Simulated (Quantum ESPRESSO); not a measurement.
## Band energies of Se

```xyz
3
Lattice="4.0578 0.0000 0.0000 -2.0289 3.5141 0.0000 0.0000 0.0000 5.1346" Properties=species:S:1:pos:R:3 pbc="T T T"
Se     1.0075     0.0000     1.7115
Se    -0.5037     0.8725     3.4231
Se     1.5251     2.6416     0.0000
```

PBE (stringent potentials; Quantum ESPRESSO, PseudoDojo norm-conserving, 104 Ry, scalar-relativistic); path ΓMKΓALHA,LM,KH; energies in eV from the valence-band maximum.

| k (1/Å) | point | band 32 | band 33 | band 34 | band 35 | band 36 | band 37 | band 38 | band 39 |
|---|---|---|---|---|---|---|---|---|---|
| 0.00 | Γ | -3.48 | -3.48 | -1.91 | -1.91 | -0.59 | 1.41 | 1.41 | 2.01 |
| 0.56 |  | -4.67 | -3.92 | -2.34 | -1.42 | -0.94 | 1.41 | 1.63 | 3.05 |
| 0.89 | M | -4.99 | -3.84 | -3.60 | -1.50 | -1.02 | 1.41 | 1.66 | 4.20 |
| 1.15 |  | -5.11 | -3.64 | -3.48 | -2.16 | -1.85 | 2.16 | 2.63 | 3.98 |
| 1.41 | K | -5.22 | -3.27 | -3.27 | -3.06 | -2.48 | 3.20 | 3.20 | 3.68 |
| 1.72 |  | -5.20 | -3.61 | -2.66 | -2.28 | -1.98 | 2.38 | 2.82 | 3.14 |
| 2.24 |  | -3.91 | -3.41 | -1.81 | -1.38 | -0.62 | 1.21 | 1.42 | 2.02 |
| 2.44 | Γ | -3.48 | -3.48 | -1.91 | -1.91 | -0.59 | 1.41 | 1.41 | 2.01 |
| 2.81 |  | -3.43 | -3.02 | -1.79 | -1.57 | -0.91 | 0.98 | 1.03 | 1.31 |
| 3.05 | A | -3.14 | -3.14 | -1.43 | -1.38 | -1.38 | 0.88 | 0.91 | 0.91 |
| 3.35 |  | -3.64 | -3.46 | -1.90 | -1.78 | -1.37 | 1.26 | 1.55 | 2.11 |
| 3.85 |  | -4.39 | -4.23 | -2.44 | -1.97 | -0.27 | 1.38 | 2.45 | 2.88 |
| 3.95 | L | -4.39 | -4.27 | -2.46 | -1.99 | -0.13 | 1.27 | 2.45 | 2.92 |
| 4.36 |  | -5.42 | -5.40 | -1.24 | -0.46 | 0.00 | 0.69 | 2.16 | 2.26 |
| 4.46 | H | -5.51 | -5.51 | -1.19 | -0.06 | -0.06 | 0.47 | 2.16 | 2.16 |
| 4.84 |  | -4.90 | -4.62 | -1.66 | -1.25 | -0.77 | 1.23 | 2.43 | 2.66 |
| 5.31 |  | -3.33 | -3.29 | -1.77 | -1.65 | -1.29 | 0.95 | 1.35 | 1.49 |
| 5.50 | A | -3.14 | -3.14 | -1.43 | -1.38 | -1.38 | 0.88 | 0.91 | 0.91 |
| 5.50 | L | -4.39 | -4.27 | -2.46 | -1.99 | -0.13 | 1.27 | 2.45 | 2.92 |
| 5.70 |  | -4.88 | -4.00 | -2.23 | -1.95 | -1.01 | 1.70 | 2.47 | 2.91 |
| 6.11 | M | -4.99 | -3.84 | -3.60 | -1.50 | -1.02 | 1.41 | 1.66 | 4.20 |
| 6.11 | K | -5.22 | -3.27 | -3.27 | -3.06 | -2.48 | 3.20 | 3.20 | 3.68 |
| 6.72 | H | -5.51 | -5.51 | -1.19 | -0.06 | -0.06 | 0.47 | 2.16 | 2.16 |

The PBE gap is indirect, 0.47 eV, from 80 % of the way from L to H to H; the smallest direct gap is 0.52 eV.

Spin-orbit splittings are left out.

Geometry relaxed with PBE+D3(BJ).
